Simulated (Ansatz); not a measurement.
# Ga₃S₂: start and end of a relaxation

The cell of Ga₃S₂ is invented: random cell by space group and Wyckoff sites (Pm-3m, No. 221). Its size is a rough estimate.

start.cif

```cif
data_structure
_symmetry_space_group_name_H-M 'Pm-3m'
_symmetry_Int_Tables_number 221
_cell_length_a 4.8232
_cell_length_b 4.8232
_cell_length_c 4.8232
_cell_angle_alpha 90.000
_cell_angle_beta 90.000
_cell_angle_gamma 90.000
_cell_volume 112.20
loop_
_atom_site_label
_atom_site_type_symbol
_atom_site_symmetry_multiplicity
_atom_site_Wyckoff_symbol
_atom_site_fract_x
_atom_site_fract_y
_atom_site_fract_z
_atom_site_occupancy
Ga1 Ga 3 c 0.00000 0.50000 0.50000 1
S1 S 1 b 0.50000 0.50000 0.50000 1
S2 S 1 a 0.00000 0.00000 0.00000 1
```

All numbers below come from Ansatz, DFT PBE, scalar-relativistic, plane waves, PAW. Cutoff 420 eV, Gaussian smearing, Γ-centred meshes. Cell and atoms relax first on a coarse mesh and then on a finer one. In between, the cell is made exact in the group found at 0.06 Å. In metals the finer mesh still leaves noise of several meV/atom or more. The steps can't lower the symmetry of their start. No spin polarisation.

end.cif

```cif
data_structure
_symmetry_space_group_name_H-M 'Pm-3m'
_symmetry_Int_Tables_number 221
_cell_length_a 5.0341
_cell_length_b 5.0341
_cell_length_c 5.0341
_cell_angle_alpha 90.000
_cell_angle_beta 90.000
_cell_angle_gamma 90.000
_cell_volume 127.57
loop_
_atom_site_label
_atom_site_type_symbol
_atom_site_symmetry_multiplicity
_atom_site_Wyckoff_symbol
_atom_site_fract_x
_atom_site_fract_y
_atom_site_fract_z
_atom_site_occupancy
Ga1 Ga 3 c 0.00000 0.50000 0.50000 1
S1 S 1 b 0.50000 0.50000 0.50000 1
S2 S 1 a 0.00000 0.00000 0.00000 1
```

The symmetry stays Pm-3m (No. 221). The volume per atom grows by 13.7 %, from 22.4 to 25.5 Å³. The shortest distance goes from 2.41 Å (Ga–S) to 2.52 Å (Ga–S).

```
Volume per atom                          : 25.51 Å³
Density                                  : 3.56 g/cm³
Formation energy                         : +0.30 eV/atom
Gap on the 8×8×8 mesh of the 5-atom cell : 0 eV (a metal)
```

Energies over the elements count from the elements' standard structures at the same level, with no fitted energy shifts. It can't be a ground state, since the elements alone are lower.

The last run used Gaussian smearing of 0.10 eV. An odd number of electrons in the primitive cell allows no gap without spin; a larger cell or a magnetic state could open one. S stands nearly free of neighbours here, and without spin polarisation the energy of such atoms comes out too high. The cell is a metal run without spin; a magnetic state may lie lower. The reference form of S is held partly by dispersion forces, which this level lacks. A structure relaxed within its symmetry needn't be a true minimum. In all, the 4 runs took 2.7 min on 1 thread of AMD EPYC (Zen 3), with other jobs on the host. Another cell of Ga3S2 relaxed alike, in P-6m2, lies 0.37 eV/atom lower, so this cell isn't the stable form at this level.
